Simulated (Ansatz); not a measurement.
Below is a relaxed structure of BeSb. The cell was found from a structure generator's guess, not taken from experiment.

The calculation used DFT PBE, scalar-relativistic, plane waves, PAW (Ansatz 0.2.0). Cutoff 420 eV, Γ-centred mesh, Gaussian smearing, no spin polarisation.

```yaml
crystal:
  lattice:
    - [3.66048, 0.00000, 0.00000]
    - [0.00000, 3.66048, 0.00000]
    - [0.00000, 0.00000, 3.00879]
  atoms:
    - { symbol: Be, position: [0.50000, 0.50000, 0.50000] }
    - { symbol: Sb, position: [0.00000, 0.00000, 0.50000] }
```

Energies over the elements count from the elements' standard structures at the same level, with no fitted energy shifts.

(1) Find its symmetry and describe it.

(2) How far does it lie from the elements in energy?

(3) Is it a metal?

Results:

(1) P4/mmm (No. 123). Conventional cell: a = 3.660 Å, c = 3.009 Å. Around Be lie 4 Sb at 2.59 Å and 2 Be at 3.01 Å; around Sb lie 4 Be at 2.59 Å and 2 Sb at 3.01 Å.

(2) +0.60 eV/atom. A positive value: parting into the elements would lower its energy.

(3) Yes, bands cross the Fermi level on the 16×16×18 mesh.

The last run used a 16×16×18 mesh (in the run's order of axes) for its 2-atom cell and Gaussian smearing of 0.10 eV. Spin–orbit coupling, which can matter for Sb, is left out. A structure relaxed within its symmetry needn't be a true minimum.
